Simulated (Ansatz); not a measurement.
Here is the system:

CdSe:
```xyz
2
Lattice="2.0102 1.1606 3.2826 -2.0102 1.1606 3.2826 0.0000 -2.3211 3.2826" Properties=species:S:1:pos:R:3 pbc="T T T"
Cd     0.0000     0.0000     2.4616
Se     0.0000     0.0000     7.3863
```

This is the r²SCAN-relaxed structure.

Q: All from r²SCAN (plane waves, PAW; program Ansatz), unless another level is named. Estimate the electronic character.

A: no gap, with almost no states at the Fermi level (zero-gap or semimetallic).

Q: Give the HSE06 gap on the r²SCAN cell.

A: 0.39 eV (a hybrid on a coarse mesh can open a false gap in a semimetal).

Q: What about the formation energy from the elements (no fitted shifts)?

A: -0.66 eV/atom.

Q: Next, the Z2 indices of the occupied bands with spin–orbit coupling?

A: 0;(000).

Q: What about the gap with spin–orbit coupling?

A: none (metallic).

Space group Fm-3m (rock salt). This is a known high-pressure phase of the composition, computed here at zero pressure and temperature. Symmetry was held in the r²SCAN relaxation; of distortions, only those at the zone centre were tested. The references are the lowest solids computed at this level, not always the standard phases. Spin–orbit coupling is left out wherever it is not named.

Potentials: the later of the program's two PAW sets.
